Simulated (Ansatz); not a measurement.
SiS2 in space group P3_221 (No. 154; Si on 3a, S on 6c), the program Ansatz at the PBE level (PAW). The conduction-band minimum lies on the Γ–A line, 39 % of the way from Γ, with 2 equivalent valleys. Second derivatives d²E/dk² of the lowest band at one valley (eV·Å²), along Cartesian directions:

```tsv
direction	d²E/dk²
[100]	6.683
[010]	6.683
[001]	27.06
[110]	6.683
[101]	16.87
[011]	16.87
```

Question: Find the principal effective masses, the density-of-states mass and the conductivity mass.

Answer: Off-diagonal terms follow from H_xy = H[110] − (H_xx + H_yy)/2, and m*/mₑ = 7.620 eV·Å² over each eigenvalue: 0.28, 1.1, 1.1. One valley's DOS mass (m₁m₂m₃)^(1/3) = 0.72, conductivity mass 3/(Σ 1/mᵢ) = 0.57 mₑ.

Question: What effective density of states Nc follows at 300 K for parabolic valleys?

Answer: Nc = 2.509e19 × 2 × (0.72)^(3/2) ≈ 3.1e19 cm⁻³.

The start of the workflow was typed in or built on a structure type; neither database checked (COD, Materials Project) lists it. COD files the formula under space group No. 72, 122. Whether it is the stable phase at ambient conditions was not checked. The PBE relaxation kept the symmetry of its start; whether a distortion lowers the energy is not shown. The volume moved by -19 % from the start of the relaxation.

Potentials: the earlier of the program's two PAW sets.

Edges and masses are those of Kohn–Sham bands, whose gap is no quasiparticle gap.
